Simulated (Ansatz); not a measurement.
Relaxed-ion elastic tensor of Pt (fcc (Cu type), Fm-3m) in GPa (Voigt order), r²SCAN (plane waves, PAW; program Ansatz); density 21.19 g/cm³, 15.29 Å³ per atom.

|  | 1 | 2 | 3 | 4 | 5 | 6 |
|---|---|---|---|---|---|---|
| 1 | 334 | 240 | 240 | 0.0 | 0.0 | 0.0 |
| 2 | 240 | 334 | 240 | 0.0 | 0.0 | 0.0 |
| 3 | 240 | 240 | 334 | 0.0 | 0.0 | 0.0 |
| 4 | 0.0 | 0.0 | 0.0 | 72.2 | 0.0 | 0.0 |
| 5 | 0.0 | 0.0 | 0.0 | 0.0 | 72.2 | 0.0 |
| 6 | 0.0 | 0.0 | 0.0 | 0.0 | 0.0 | 72.2 |

Is the crystal mechanically stable?

Yes: the smallest eigenvalue of C is 72.2 GPa.

Work out the Voigt, Reuss and Hill averages.

K_V = 272, K_R = 272, K_H = 272; G_V = 62.0, G_R = 59.3, G_H = 60.6 GPa.

Give Young's modulus, Poisson's ratio, Pugh's ratio and the universal anisotropy index.

E = 9KG/(3K + G) = 169 GPa; ν = 0.40; K/G = 4.48 (ductile by the Pugh limit of 1.75); A_U = 5G_V/G_R + K_V/K_R − 6 = 0.23.

Estimate the sound speeds and the Debye temperature.

v_l = √((K + 4G/3)/ρ) = 4080 m/s, v_t = √(G/ρ) = 1690 m/s, mean 1910 m/s; Θ = (h/k)(3n/4πV)^(1/3) v_m = 230 K.

Give the Zener ratio and Young's modulus along [100], [110] and [111].

A = 2C44/(C11 − C12) = 1.54; 1/E = S11 − 2(S11 − S12 − S44/2)Γ with Γ = 0, 1/4, 1/3 gives 133, 177, 199 GPa.

Solve the Christoffel equation for the three sound speeds along [100], [110], [111].

Eigenvalues of C_ijkl n_j n_l equal ρv². In km/s, slowest first: [100] 1.85, 1.85, 3.97; [110] 1.49, 1.85, 4.12; [111] 1.61, 1.61, 4.17.

Symmetry was held in the r²SCAN relaxation. No spin polarisation was allowed. As this level gives no gap, shear constants depend on the k-mesh and smearing (Fermi–Dirac, 0.1 eV here). On the denser mesh and wider smearing of the elastic run this cell carries a stress of 0.3 GPa. Scalar-relativistic: spin–orbit coupling is off unless named, which matters more the heavier the elements.

Potentials: the earlier of the program's two PAW sets.
